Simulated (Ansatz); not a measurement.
## Energy and pressure of TiCl2 against volume, without spin

The calculation used DFT r2SCAN, scalar-relativistic, plane waves, PAW (Ansatz).

```
Ti Cl
1.0
     0.00000    3.13457    3.13457
     3.13457    0.00000    3.13457
     3.13457    3.13457    0.00000
Ti Cl
1 2
Cartesian
  0.0000 0.0000 0.0000
  1.5673 1.5673 1.5673
  4.7019 4.7019 4.7019
```

```json
{
 "plane-wave cutoff": "500 eV",
 "Γ-centred k-mesh": "8×8×8",
 "occupation rule": "Gaussian smearing, 0.02 eV",
 "spin treatment": "unpolarised"
}
```

The cell is scaled evenly at fixed fractional positions, V₀ being the volume of the cell shown; start: no spin polarisation. Energies are extrapolated to zero smearing. A spin-polarised state can lie lower, at larger volumes above all.

```tsv
V/V₀	E above lowest (meV/atom)	P (GPa)
0.800	124.2	15.9
0.860	35.8	7.6
0.920	?	?
0.960	0.0	-1.1
1.000	11.7	-3.3
1.040	33.6	-5.1
1.100	?	?
1.180	163.4	-8.8
```

Q: Fill in the withheld rows.

A: The withheld rows:

```tsv
V/V₀	E above lowest (meV/atom)	P (GPa)
0.920	1.4	1.8
1.100	81.1	-7.1
```

Cost: 8 runs of about 0.63 core-minutes in all, on Intel Xeon Processor @ 2.70GHz (shared hosts).